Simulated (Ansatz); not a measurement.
BaCSNCl:
```cif
data_C2Ba2Cl2N2S2
_chemical_formula_sum 'Ba2 C2 S2 N2 Cl2'
_space_group_name_H-M_alt 'P 1'
_space_group_IT_number 1
_cell_length_a 5.81132
_cell_length_b 4.57441
_cell_length_c 8.58079
_cell_angle_alpha 90.000
_cell_angle_beta 99.027
_cell_angle_gamma 90.000
loop_
_space_group_symop_operation_xyz
  'x, y, z'
loop_
_atom_site_label
_atom_site_type_symbol
_atom_site_fract_x
_atom_site_fract_y
_atom_site_fract_z
_atom_site_occupancy
Ba1 Ba 0.78914 0.75000 0.69868 1
Ba2 Ba 0.21086 0.25000 0.30132 1
C1 C 0.39287 0.25000 0.84619 1
C2 C 0.60713 0.75000 0.15381 1
S1 S 0.86605 0.75000 0.10282 1
S2 S 0.13395 0.25000 0.89718 1
N1 N 0.58108 0.25000 0.80976 1
N2 N 0.41892 0.75000 0.19024 1
Cl1 Cl 0.74794 0.25000 0.44856 1
Cl2 Cl 0.25206 0.75000 0.55144 1
```

Relaxed with PBEsol.

Problem. Tabulate the valence density and the electron localisation function along the shortest Ba–N contact (2.82 Å), plane-wave PAW PBEsol (Ansatz code).

Solution. 

| distance from Ba (Å) | density (e/Å³) | ELF |
|---|---|---|
| 0.28 | 0.57 | 0.01 |
| 0.42 | 0.99 | 0.26 |
| 0.56 | 1.33 | 0.65 |
| 0.71 | 1.39 | 0.83 |
| 0.85 | 1.16 | 0.88 |
| 0.99 | 0.80 | 0.84 |
| 1.13 | 0.49 | 0.69 |
| 1.27 | 0.29 | 0.36 |
| 1.41 | 0.20 | 0.14 |
| 1.55 | 0.18 | 0.12 |
| 1.69 | 0.23 | 0.30 |
| 1.83 | 0.35 | 0.65 |
| 1.98 | 0.58 | 0.84 |
| 2.12 | 1.02 | 0.88 |
| 2.26 | 1.79 | 0.86 |
| 2.40 | 2.80 | 0.76 |
| 2.54 | 3.53 | 0.48 |

The density is the valence pseudo-density with augmentation charge, so density and ELF within about 1 Å of a nucleus are not all-electron values.

Space group P2_1/m. The workflow started from a Materials Project entry (that database holds measured and hypothetical structures alike); the Crystallography Open Database files this formula in space group No. 11, but the cells were not matched. Its standing as an ambient phase is unchecked. Symmetry was held in the PBEsol relaxation; whether a distortion lowers the energy is not shown. Spin–orbit coupling is left out wherever it is not named.

Potentials: the later of the program's two PAW sets.
